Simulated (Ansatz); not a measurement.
The start is a randomly generated symmetric cell of WSe2 (space group No. 137). The structure is fully relaxed (lattice and positions, P = 0) with PBE (plane waves to 420 eV, PAW, scalar-relativistic; Ansatz, a first-principles code). The first steps use a coarse 4×4×6 k-mesh.

Starting cell:
```yaml
crystal:
  lattice:
    - [6.04406, 0.00000, 0.00000]
    - [0.00000, 6.04406, 0.00000]
    - [0.00000, 0.00000, 4.00508]
  atoms:
    - { symbol: Se, position: [0.50000, 0.00000, 0.60777] }
    - { symbol: Se, position: [0.50000, 0.00000, 0.10777] }
    - { symbol: Se, position: [0.00000, 0.50000, 0.89223] }
    - { symbol: Se, position: [0.00000, 0.50000, 0.39223] }
    - { symbol: W, position: [0.00000, 0.00000, 0.50000] }
    - { symbol: W, position: [0.50000, 0.50000, 0.00000] }
```

Q: How large is the pressure on the unrelaxed cell, and of which sign?

A: +19 GPa (positive: the cell is compressed).

Q: How much energy is released per atom?

A: 3.42 eV/atom.

Q: How does the volume per atom move from start to end?

A: -15.9 %, from 24.38 to 20.50 Å³/atom.

Q: How do the shortest distances between atoms change?

A: The closest pairs of elements (up to four, under 3.6 Å), start → end: Se–Se 2.00 → 3.14 Å; Se–W 3.05 → 2.63 Å.

Q: The last rounds were run with spin polarisation. What moments result?

A: Net 0.57 μB/atom, ferromagnetic.

Q: Give the final cell and atomic positions.

A: 
```cif
data_Se4W2
_chemical_formula_sum 'Se4 W2'
_space_group_name_H-M_alt 'P42/nmc :1'
_space_group_IT_number 137
_space_group_name_Hall 'P 4n 2n -1n'
_cell_length_a 4.42240
_cell_length_b 4.42240
_cell_length_c 6.29000
_cell_angle_alpha 90.000
_cell_angle_beta 90.000
_cell_angle_gamma 90.000
loop_
_space_group_symop_operation_xyz
  'x, y, z'
  '-y+1/2, x+1/2, z+1/2'
  '-x, -y, z'
  'y+1/2, -x+1/2, z+1/2'
  'x+1/2, -y+1/2, -z+1/2'
  '-y, -x, -z'
  '-x+1/2, y+1/2, -z+1/2'
  'y, x, -z'
  '-x+1/2, -y+1/2, -z+1/2'
  'y, -x, -z'
  'x+1/2, y+1/2, -z+1/2'
  '-y, x, -z'
  '-x, y, z'
  'y+1/2, x+1/2, z+1/2'
  'x, -y, z'
  '-y+1/2, -x+1/2, z+1/2'
loop_
_atom_site_label
_atom_site_type_symbol
_atom_site_symmetry_multiplicity
_atom_site_Wyckoff_symbol
_atom_site_fract_x
_atom_site_fract_y
_atom_site_fract_z
_atom_site_occupancy
Se1 Se 4 d 0.00000 0.50000 0.22722 1
W1 W 2 b 0.00000 0.00000 0.50000 1
```

The space group stays P4₂/nmc (No. 137) (the run could not lower it), with 6 atoms in the primitive magnetic cell. Final values are on a 11×11×8 k-mesh of the relaxed cell. The first round had no spin; a later round switched it on. Spin state reached: ferromagnetic (net 0.57 μB/atom); other spin orders were not run from this start.

The run could not lose the symmetry of its start: the end is stationary, and may be a saddle point rather than a minimum.

The relaxed structure here is a generated cell of WSe2: the first start was made by a random draw of sites in a space group, and the end was not matched to a known phase here, so it may be hypothetical. Known forms of WSe2 include space group No. 194.
